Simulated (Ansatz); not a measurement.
Zn3N2:
```xyz
10
Lattice="3.3195 0.0000 0.0000 -1.6598 2.8748 0.0000 0.0000 0.0000 11.6564" Properties=species:S:1:pos:R:3 pbc="T T T"
Zn     0.0000     1.9165     0.9186
Zn     1.6598     0.9583    10.7379
Zn     1.6598     0.9583     6.7468
Zn     0.0000     1.9165     4.9096
Zn     0.0000     0.0000     2.9141
Zn     0.0000     0.0000     8.7423
N      0.0000     1.9165     2.9141
N      1.6598     0.9583     8.7423
N      0.0000     0.0000     0.0000
N      0.0000     0.0000     5.8282
```

Relaxed with LDA. Special points in fractions of this cell's reciprocal vectors: Γ (0.000, 0.000, 0.000); M (0.500, 0.000, 0.000); K (0.333, 0.333, 0.000); A (0.000, 0.000, 0.500); L (0.500, 0.000, 0.500); H (0.333, 0.333, 0.500).

**Question.** List the band energies nearest the Fermi level at these points for plane-wave PAW LDA (Ansatz code).

**Answer.** In eV from the Fermi level; about four levels below and three above (degenerate sets whole), none deeper than 8.9 eV; points with the same levels are listed once.

```
k                    below                above
-  -----------------------  -------------------
Γ  -0.26 -0.26 -0.01 -0.01       1.27 2.53 2.85
M  -2.18 -1.79 -1.60 -1.38       1.81 2.24 3.44
K  -2.70 -2.60 -2.60 -1.55       3.40 4.15 4.15
A  -0.13 -0.13 -0.13 -0.13  0.63 0.63 2.74 2.74
L  -1.90 -1.90 -1.63 -1.63  2.52 2.52 3.22 3.22
H  -2.46 -2.46 -2.12 -2.12  3.65 3.65 4.29 4.29
```

Space group P6_3/mmc. The first step of the workflow began from a Materials Project structure, measured or hypothetical; the Crystallography Open Database copy checked does not list it. Its standing as an ambient phase is unchecked. The LDA relaxation kept the symmetry of its start; of distortions, only those at the zone centre were tested. The Fermi level of a semimetal is unsure by some 0.05 eV on such meshes.

Potentials: the later of the program's two PAW sets.
